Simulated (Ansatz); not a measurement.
**Is this MnCu5 structure stable?**

The cell was found from a structure generator's guess, not taken from experiment.

Level of theory: DFT PBE, scalar-relativistic, plane waves, PAW (Ansatz). Cutoff 420 eV, Γ-centred 14×14×4 mesh (6-atom cell), Gaussian smearing of 0.10 eV, collinear spin.

```
Mn Cu
1.0
     2.63913    0.00000    0.00000
     0.00000    2.63913    0.00000
     0.00000    0.00000   10.61923
Mn Cu
1 5
Direct
  0.50000 0.50000 0.50000
  0.00000 0.00000 0.00000
  0.50000 0.50000 0.16332
  0.00000 0.00000 0.32812
  0.00000 0.00000 0.67188
  0.50000 0.50000 0.83668
```

Formation energies are uncorrected and refer to the elements' standard structures at the same level.

**Question.** These tests were run: energy against the elements; random kick, then relaxation without symmetry; phonons at Γ; elastic tensor. What do they show?

**Answer.**

```json
{"test": "energy against the elements", "result": "+0.08 eV/atom"}
{"test": "random kick, then relaxation without symmetry", "result": "returns"}
{"test": "phonons at Γ", "result": "lowest optical mode 94 cm⁻¹"}
{"test": "elastic tensor", "result": "least eigenvalue 31 GPa"}
```

It fails one test: energy against the elements. It may still be a metastable minimum.

The magnetic state reached may not be the lowest. The kick test ran on a coarse mesh. The run for the phonons used a 14×14×4 k mesh and Gaussian smearing of 0.20 eV. The run for the elastic tensor used a 14×14×4 k mesh and Gaussian smearing of 0.20 eV. The cell carries site moments Mn 3.4 μB.
